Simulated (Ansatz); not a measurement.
PtSe2:
```
CELL_PARAMETERS angstrom
     -2.52883     2.52883     6.02426
      2.52883    -2.52883     6.02426
      2.52883     2.52883    -6.02426
ATOMIC_POSITIONS crystal
  Pt 0.50000 0.50000 0.00000
  Pt 0.25000 0.75000 0.50000
  Se 0.29545 0.29545 0.00000
  Se 0.04545 0.54545 0.50000
  Se 0.45455 0.95455 0.50000
  Se 0.70455 0.70455 0.00000
```

Relaxed with PBE. Special points in fractions of this cell's reciprocal vectors: Γ (0.000, 0.000, 0.000); X (0.000, 0.000, 0.500); P (0.250, 0.250, 0.250); N (0.000, 0.500, 0.000); M (0.500, 0.500, -0.500); S (0.294, 0.706, -0.294); S0 (-0.294, 0.294, 0.294); R (-0.088, 0.088, 0.500); G (0.500, 0.500, -0.088).

### Question
List the band energies nearest the Fermi level at these points for PBE (plane waves, PAW; program Ansatz).

### Answer
In eV from the Fermi level; about four levels below and three above (degenerate sets whole), none deeper than 8.9 eV; points with the same levels are listed once.

| k | below | above |
|---|---|---|
| Γ | -1.35 -1.19 -0.61 -0.61 | 0.25 0.44 0.44 |
| X | -1.67 -1.67 -0.49 -0.49 | 0.05 0.05 2.45 2.45 |
| P | -1.64 -1.64 -0.50 -0.50 | 0.07 0.07 2.40 2.40 |
| N | -1.23 -0.87 -0.55 -0.51 | 0.18 0.34 2.42 |
| M | -0.27 -0.27 -0.08 -0.08 | 0.52 0.52 3.41 3.41 |
| S | -1.35 -1.01 -0.53 -0.48 | 0.12 0.40 2.04 |
| R | -0.57 -0.57 -0.02 -0.02 | 1.94 1.94 2.92 2.92 |

Space group I4_1/amd (anatase). A made-up cell: these elements were put on the sites of a structure type; neither database checked (COD, Materials Project) lists it. COD files the formula under space group No. 164, so this cell is another polymorph or a model. Its standing as an ambient phase is unchecked. The PBE relaxation kept the symmetry of its start; its stability against distortions is not shown here. The run is not spin-polarised. Scalar-relativistic: spin–orbit coupling is off unless named, which matters more the heavier the elements.

Potentials: the later of the program's two PAW sets.
